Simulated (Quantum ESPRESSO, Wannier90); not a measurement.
# TlBr (CsCl type): Wannier90 run

Cell from Materials Project (mp-22875), symmetrised, no further relaxation. COD (Crystallography Open Database) has an entry of this formula and space group (matched by these alone). Computed values, not measurements, from PBE: Quantum ESPRESSO (norm-conserving PseudoDojo potentials, cutoff 49 Ry, no spin polarisation, no spin-orbit coupling) on a Γ-centred 8×8×8 mesh, then Wannier90. Density: 8×8×8 mesh, cold smearing 0.01 Ry. Spin-orbit coupling is left out although heavy elements are present.

```
begin unit_cell_cart
ang
    3.9999100000    0.0000000000    0.0000000000
    0.0000000000    3.9999100000    0.0000000000
    0.0000000000    0.0000000000    3.9999100000
end unit_cell_cart
mp_grid = 8 8 8
```

Neighbour vectors b of the finite-difference formula (Å⁻¹), by shell:

```tsv
shell	b_x	b_y	b_z
1	0.00000	0.00000	0.19635
1	0.00000	0.19635	0.00000
1	0.19635	0.00000	0.00000
1	0.00000	0.00000	-0.19635
1	0.00000	-0.19635	0.00000
1	-0.19635	0.00000	0.00000
```

### Question
Find the weights w_b from the completeness condition Σ_b w_b b_α b_β = δ_αβ.

### Answer
Shell 1: Σ b_x² = 0.077, Σ b_y² = 0.077, Σ b_z² = 0.077 Å⁻²
Each of the three diagonal sums, weighted, has to give 1 and the off-diagonal ones 0, which holds for w_1 = 13.0 Å². Check on xx: 12.97×0.077 = 1.00.

On this mesh the 5 functions of bands 1,7-10 (valence bands; start: SCDM (isolated), conv_tol = 1.0e-6) end with spreads 1.7559, 1.7574, 1.7576, 1.7611, 2.2578 Å², Ω_I = 8.2769 Å² and Ω_D = 0.0001 Å².

Ω_total is the sum of the spreads, 9.290 Å². Ω_OD = Ω_total − Ω_I − Ω_D = 1.013 Å². Only (Ω_D + Ω_OD)/Ω_total = 10.9 % depends on the gauge, and another start could lower the total by that share at most. The rms radius is √(Ω_total/5) = 1.36 Å.
